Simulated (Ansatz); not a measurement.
The relaxed structure here is a generated cell of ZnSnN2: the first start was made by a random draw of sites in a space group, and the end was not matched to a known phase here, so it may be hypothetical.

One starting cell of ZnSnN$_{2}$ (a randomly generated symmetric cell of ZnSnN2 (space group No. 70)) was relaxed twice with Ansatz (plane waves, PAW, scalar-relativistic): with r2SCAN at 500 eV and with PBE at 420 eV. The r2SCAN result:

```cif
data_N8Sn4Zn4
_chemical_formula_sum 'N8 Sn4 Zn4'
_space_group_name_H-M_alt 'I41/amd :1'
_space_group_IT_number 141
_space_group_name_Hall 'I 4bw 2bw -1bw'
_cell_length_a 4.33419
_cell_length_b 4.33419
_cell_length_c 12.66045
_cell_angle_alpha 90.000
_cell_angle_beta 90.000
_cell_angle_gamma 90.000
loop_
_atom_site_label
_atom_site_type_symbol
_atom_site_symmetry_multiplicity
_atom_site_Wyckoff_symbol
_atom_site_fract_x
_atom_site_fract_y
_atom_site_fract_z
_atom_site_occupancy
N1 N 8 d 0.25000 0.00000 0.37500 1
Sn1 Sn 4 a 0.00000 0.00000 0.00000 1
Zn1 Zn 4 b 0.00000 0.00000 0.50000 1
```
(The calculation used a cell of 8 atoms; values per cell refer to that cell.)

| quantity | r2SCAN | PBE |
|---|---|---|
| space group | I4₁/amd | I4₁/amd |
| volume (Å³/atom) | 14.86 | ___ |
| a (Å) | 4.334 | ___ |
| c (Å) | 12.660 | ___ |
| gap (eV, no spin-orbit coupling) | 0.00 | ___ |

Problem. Fill in the PBE column.

Solution. 
- volume (Å³/atom), PBE: 15.29
- a (Å), PBE: 4.375
- c (Å), PBE: 12.782
- gap (eV, no spin-orbit coupling), PBE: 0.00

Both levels end in the same structure; PBE's volume is 2.9 % larger. Neither column is exact.

No spin polarisation in the result.

The run could not lose the symmetry of its start, so the end can be a saddle point.

All atoms sit on sites fixed by symmetry, so only the cell could relax.

Ansatz is a program for electronic structure.
